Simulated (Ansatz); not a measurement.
F in its lowest state found on the top face of a (100) slab of Ta (Im-3m (No. 229)), 5 planes, outer planes Ta (top) and Ta (bottom); 1 a cell of 10.76 Å², its atoms last:

```yaml
crystal:
  lattice:
    - [3.28052, 0.00000, 0.00000]
    - [0.00000, 3.28052, 0.00000]
    - [0.00000, 0.00000, 25.56104]
  atoms:
    - { symbol: Ta, position: [0.50000, 0.50000, 0.33254] }
    - { symbol: Ta, position: [0.00000, 0.00000, 0.39671] }
    - { symbol: Ta, position: [0.50000, 0.50000, 0.46064] }
    - { symbol: Ta, position: [0.00000, 0.00000, 0.52667] }
    - { symbol: Ta, position: [0.50000, 0.50000, 0.58955] }
    - { symbol: F, position: [0.50000, 0.50000, 0.66218] }
```

Theory: DFT PBEsol, scalar-relativistic, plane waves, PAW (Ansatz). Settings: cutoff 420 eV, Γ-centred mesh 9×9×1 on the computed 6-atom cell, Gaussian smearing of 0.10 eV; no spin polarisation. The cell repeats along c with a dipole correction in the vacuum.

The clean top face has a work function of 3.83 eV. Adsorption changes the slab's dipole along +c by Δp = -0.1665 e·Å a cell (-0.80 D an adsorbate).

Problem. What change of work function does the Helmholtz equation give?

Solution. A sheet of dipoles makes a step in an electron's potential energy of −e·Δp/(ε0·A), and e/ε0 = 180.95 eV·Å for Δp in e·Å: −180.95 × (-0.1665)/10.76 = +2.80 eV. This is the change of φ(top) − φ(bottom). If the bottom face is unmoved, φ(top) becomes 6.63 eV.

Problem. How does that compare with the calculation?

Solution. φ(top) changes by +2.82 eV and φ(bottom) by +0.02 eV, so their difference changes by +2.80 eV. The bottom face hardly moves.

Problem. What does the sign say about the electrons?

Solution. The change of dipole points into the surface (negative end outward), so the work function rises. Electrons gather on the vacuum side. Δp also holds the adsorbate's own dipole and the moves of the surface atoms, so it isn't a charge transfer alone.

Spin-orbit coupling is left out, which matters for the bands of heavy elements.